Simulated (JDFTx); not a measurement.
An input for JDFTx (a modified build) (Pt(110), CANDLE, water, 1 M NaF; bohr, hartree) and the course of its log:

```
lattice \
  7.4514735683 0.0000000000 0.0000000000 \
  0.0000000000 5.2689874820 0.0000000000 \
  0.0000000000 0.0000000000 40.8180842919
coords-type Lattice
ion Pt 0.0000000000 0.0000000000 -0.1290846340 0
ion Pt 0.5000000000 0.5000000000 -0.0645423170 0
ion Pt 0.0000000000 0.0000000000 0.0000000000 0
ion Pt 0.5000000000 0.5000000000 0.0645423170 0
ion Pt 0.0000000000 0.0000000000 0.1290846340 0
ion-species pseudo/pt_pbe_v1.4.upf
elec-cutoff 20 100
elec-ex-corr gga-PBE
coulomb-interaction Slab 001
coulomb-truncation-embed 0 0 0
kpoint-folding 6 8 1
elec-smearing Fermi 0.01
elec-n-bands 53
target-mu -0.165004
electronic-scf nIterations 100 energyDiffThreshold 1e-07 mixFraction 0.15
fluid LinearPCM
pcm-variant CANDLE
fluid-solvent H2O
fluid-cation Na+ 1
fluid-anion F- 1
fluid-minimize nIterations 400 knormThreshold 1e-11
wavefunction read f0.wfns
elec-initial-eigenvals f0.eigenvals
elec-initial-fillings read f0.fillings
fluid-initial-state f0.fluidState
dump-name f0_u0.$VAR
dump End State Ecomponents EigStats BandEigs Forces ElecDensity IonicPositions Fillings Kpoints Dtot FluidDebug BoundCharge FluidDensity
```

```
[one cycle in 5 is shown, and the last three; fluid-solver lines are left out]
	FillingsUpdate:  mu: -0.165004000  nElectrons: 82.893867
SCF: Cycle:  0   G: -429.884673973251893   dG: +1.633e+00   |Residual|: 2.142e-01   |deigs|: 1.231e-06
	FillingsUpdate:  mu: -0.165004000  nElectrons: 80.424809
SCF: Cycle:  5   G: -431.501425419092129   dG: -7.111e-02   |Residual|: 2.595e-02   |deigs|: 1.945e-03
	FillingsUpdate:  mu: -0.165004000  nElectrons: 82.236953
SCF: Cycle: 10   G: -430.590061373985350   dG: +2.202e-01   |Residual|: 1.626e-01   |deigs|: 2.093e-03
	FillingsUpdate:  mu: -0.165004000  nElectrons: 82.235000
SCF: Cycle: 15   G: -430.556473462502481   dG: -2.989e-01   |Residual|: 1.621e-01   |deigs|: 2.542e-03
	FillingsUpdate:  mu: -0.165004000  nElectrons: 82.251600
SCF: Cycle: 20   G: -430.553613346661848   dG: -2.237e-02   |Residual|: 1.607e-01   |deigs|: 2.405e-04
	FillingsUpdate:  mu: -0.165004000  nElectrons: 81.919956
SCF: Cycle: 25   G: -430.802688722643609   dG: -1.935e-01   |Residual|: 1.459e-01   |deigs|: 4.083e-03
	FillingsUpdate:  mu: -0.165004000  nElectrons: 82.025885
SCF: Cycle: 30   G: -430.757316682385579   dG: +1.536e-01   |Residual|: 1.442e-01   |deigs|: 3.512e-03
	FillingsUpdate:  mu: -0.165004000  nElectrons: 82.586332
SCF: Cycle: 35   G: -430.232053519687895   dG: +6.737e-01   |Residual|: 1.887e-01   |deigs|: 5.400e-03
	FillingsUpdate:  mu: -0.165004000  nElectrons: 82.588524
SCF: Cycle: 40   G: -430.236909910583734   dG: -2.250e-01   |Residual|: 1.856e-01   |deigs|: 3.933e-03
	FillingsUpdate:  mu: -0.165004000  nElectrons: 82.978066
SCF: Cycle: 45   G: -429.794073572494426   dG: +3.838e-01   |Residual|: 2.139e-01   |deigs|: 3.050e-03
	FillingsUpdate:  mu: -0.165004000  nElectrons: 82.384786
SCF: Cycle: 50   G: -430.435805495547186   dG: +1.457e-01   |Residual|: 1.679e-01   |deigs|: 1.235e-03
	FillingsUpdate:  mu: -0.165004000  nElectrons: 81.928457
SCF: Cycle: 55   G: -430.841729835174704   dG: -5.755e-02   |Residual|: 1.381e-01   |deigs|: 6.056e-04
	FillingsUpdate:  mu: -0.165004000  nElectrons: 82.860208
SCF: Cycle: 60   G: -430.020167635489258   dG: -1.574e-01   |Residual|: 1.969e-01   |deigs|: 2.269e-03
	FillingsUpdate:  mu: -0.165004000  nElectrons: 81.534847
SCF: Cycle: 65   G: -431.120768203045088   dG: +4.038e-02   |Residual|: 1.002e-01   |deigs|: 6.702e-04
	FillingsUpdate:  mu: -0.165004000  nElectrons: 82.275853
SCF: Cycle: 70   G: -430.535530383048126   dG: +7.821e-01   |Residual|: 1.661e-01   |deigs|: 7.105e-03
	FillingsUpdate:  mu: -0.165004000  nElectrons: 82.437933
SCF: Cycle: 75   G: -430.460527787921251   dG: +1.100e-01   |Residual|: 1.670e-01   |deigs|: 1.668e-03
	FillingsUpdate:  mu: -0.165004000  nElectrons: 83.779591
SCF: Cycle: 80   G: -428.635918334968778   dG: -1.204e+00   |Residual|: 2.798e-01   |deigs|: 1.339e-02
	FillingsUpdate:  mu: -0.165004000  nElectrons: 81.491321
SCF: Cycle: 85   G: -431.200448725122840   dG: -6.718e-01   |Residual|: 8.200e-02   |deigs|: 5.944e-03
	FillingsUpdate:  mu: -0.165004000  nElectrons: 82.173256
SCF: Cycle: 90   G: -430.741433305904764   dG: +2.367e-02   |Residual|: 1.470e-01   |deigs|: 3.025e-04
	FillingsUpdate:  mu: -0.165004000  nElectrons: 82.321919
SCF: Cycle: 95   G: -430.546559501276022   dG: -1.628e-02   |Residual|: 1.632e-01   |deigs|: 1.046e-03
	FillingsUpdate:  mu: -0.165004000  nElectrons: 82.251662
SCF: Cycle: 97   G: -430.648574273680993   dG: -3.087e+00   |Residual|: 1.471e-01   |deigs|: 2.738e-02
	FillingsUpdate:  mu: -0.165004000  nElectrons: 81.954695
SCF: Cycle: 98   G: -430.843332846049123   dG: -1.948e-01   |Residual|: 1.302e-01   |deigs|: 2.202e-03
	FillingsUpdate:  mu: -0.165004000  nElectrons: 82.222455
SCF: Cycle: 99   G: -430.662136616676548   dG: +1.812e-01   |Residual|: 1.464e-01   |deigs|: 1.950e-03
SCF: None of the convergence criteria satisfied after 100 iterations.
IonicMinimize: Iter:   0  G: -430.662136616676548  |grad|_K:  0.000e+00
IonicMinimize: Converged (|grad|_K<1.000000e-04).
```

This run gave no converged result. The electronic loop ended without meeting its threshold, so the last energy, electron count and forces aren't results.
